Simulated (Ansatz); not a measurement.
## La, omega (AlB2-type): geometry optimisation

All numbers below come from Ansatz, DFT, m-r2SCAN, plane waves (500 eV) with PAW, scalar-relativistic. The PAW files were generated under PBE, with cores re-solved for the functional.

k-point mesh 6×6×9, Fermi-Dirac smearing 0.05 eV, starting moments 1.00 ×3 μB. Cell and atoms relax.

Starting structure:

```
La
1.0
     5.95745    0.00000    0.00000
    -2.97873    5.15931    0.00000
     0.00000    0.00000    3.65192
La
3
Direct
  0.00000 0.00000 0.00000
  0.33333 0.66667 0.50000
  0.66667 0.33333 0.50000
```

Task: What cell does the relaxation end in?

Result: P6/mmm with a = 5.986 Å, c = 3.600 Å (c/a = 0.601); 37.23 Å³ per atom against 37.42 at the start (-0.5 %).

Task: How much energy does the relaxation gain?

Result: 0.8 meV per atom.

Task: Which magnetic state does it end in?

Result: non-magnetic.

m-r²SCAN is r²SCAN on the gauge-invariant kinetic-energy density; without spin polarisation the two are equal.
